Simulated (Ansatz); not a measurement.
ZnCu2SnS4 in space group I-4 (No. 82; Pearson symbol tI16), r²SCAN in the plane-wave PAW code Ansatz, all energies at zero smearing, with the estimated change up to a 700 eV cutoff added, with one set of potentials and settings (totals compare only within such a set). Cell of 8 atoms (2 Cu, 1 Zn, 1 Sn, 4 S): -26254.652 eV.

| element | reference phase | E (eV/atom) |
|---|---|---|
| Cu | Fm-3m, 1 atoms in the cell | -6631.2396 |
| Zn | P6_3/mmc, 2 atoms in the cell | -3325.6729 |
| Sn | Fd-3m, 2 atoms in the cell | -6038.6401 |
| S | P2/c, 32 atoms in the cell | -905.8156 |

Formation energy per atom, worked out: (-26254.652 − 2×(-6631.2396) − 1×(-3325.6729) − 1×(-6038.6401) − 4×(-905.8156))/8 = -0.575 eV/atom (-55 kJ per mol of atoms), at 0 K, without zero-point energy or fitted corrections.

Symmetry was held in the r²SCAN relaxation. No spin polarisation was allowed. The references are the lowest solids computed at this level, not always the standard phases. Scalar-relativistic: spin–orbit coupling is off unless named, which matters more the heavier the elements.

Potentials: the later of the program's two PAW sets.
